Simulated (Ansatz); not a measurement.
A relaxation computed with Ansatz, from input to last step.

```yaml
crystal:
  lattice:
    - [2.9855872876, 0.0, 0.0]
    - [0.0, 2.9855872876, 0.0]
    - [0.0, 0.0, 2.9855872876]
  atoms:
    - { symbol: Ti, position: [0.0, 0.0, 0.0] }
    - { symbol: Co, position: [0.5, 0.5, 0.5], spin: 1.09 }
basis:
  ecutwfc: 420
kpoints:
  mp_grid: { grid: [14, 14, 14] }
hamiltonian:
  xc: pbesol
scf:
  occupations: { method: gaussian, width: 0.1 }
output:
  forces: true
  stress: true
  eigenvalues: true
  populations: true
magnetization:
  spin_polarized: true
relax:
  adjacent_minimum: "off"
  f_tol: 0.005
  max_steps: 50
  cell: { stress_tol: 0.05 }
```

```bash
ansatz run input.yaml --threads 1 --pin off --max-ram 2560MiB --backend cpu --events-out ev --progress --plain --runs-dir out
```

Theory: Ansatz 0.2.0, DFT PBEsol, scalar-relativistic, plane waves, PAW.

Of 5 frames 5 are shown, positions in Å and forces in eV/Å; the SCF threshold varies from step to step. Steps run on the plane waves of an earlier cell, with a Pulay correction in the pressure. The basis is chosen afresh for the last frame, the zero of the energies, and at times for earlier ones too; energy and pressure step there, also at an unchanged geometry.

```xyz
2
Lattice="2.9856 0.0000 0.0000 0.0000 2.9856 0.0000 0.0000 0.0000 2.9856" Properties=species:S:1:pos:R:3:forces:R:3 pbc="T T T" step=1 free_energy_over_end_meV_per_atom=15.23 pressure_GPa=-7.54
Ti    0.0000    0.0000    0.0000    0.0000    0.0000    0.0000
Co    1.4928    1.4928    1.4928    0.0000    0.0000    0.0000
2
Lattice="2.9423 0.0000 0.0000 0.0000 2.9423 0.0000 0.0000 0.0000 2.9423" Properties=species:S:1:pos:R:3:forces:R:3 pbc="T T T" step=2 free_energy_over_end_meV_per_atom=-0.14 pressure_GPa=-0.65
Ti    0.0000    0.0000    0.0000    0.0000    0.0000    0.0000
Co    1.4712    1.4712    1.4712    0.0000    0.0000    0.0000
2
Lattice="2.9384 0.0000 0.0000 0.0000 2.9384 0.0000 0.0000 0.0000 2.9384" Properties=species:S:1:pos:R:3:forces:R:3 pbc="T T T" step=3 free_energy_over_end_meV_per_atom=-0.26 pressure_GPa=0.06
Ti    0.0000    0.0000    0.0000    0.0000    0.0000    0.0000
Co    1.4692    1.4692    1.4692    0.0000    0.0000    0.0000
2
Lattice="2.9387 0.0000 0.0000 0.0000 2.9387 0.0000 0.0000 0.0000 2.9387" Properties=species:S:1:pos:R:3:forces:R:3 pbc="T T T" step=4 free_energy_over_end_meV_per_atom=-0.26 pressure_GPa=0.00
Ti    0.0000    0.0000    0.0000    0.0000    0.0000    0.0000
Co    1.4694    1.4694    1.4694    0.0000    0.0000    0.0000
2
Lattice="2.9387 0.0000 0.0000 0.0000 2.9387 0.0000 0.0000 0.0000 2.9387" Properties=species:S:1:pos:R:3:forces:R:3 pbc="T T T" step=5 free_energy_over_end_meV_per_atom=0.00 pressure_GPa=-0.03
Ti    0.0000    0.0000    0.0000    0.0000    0.0000    0.0000
Co    1.4694    1.4694    1.4694    0.0000    0.0000    0.0000
```

Time: 19 s on 1 thread of AMD EPYC 9R45 96-Core Processor (Zen 5), with other jobs on the host, peak memory 0.48 GiB.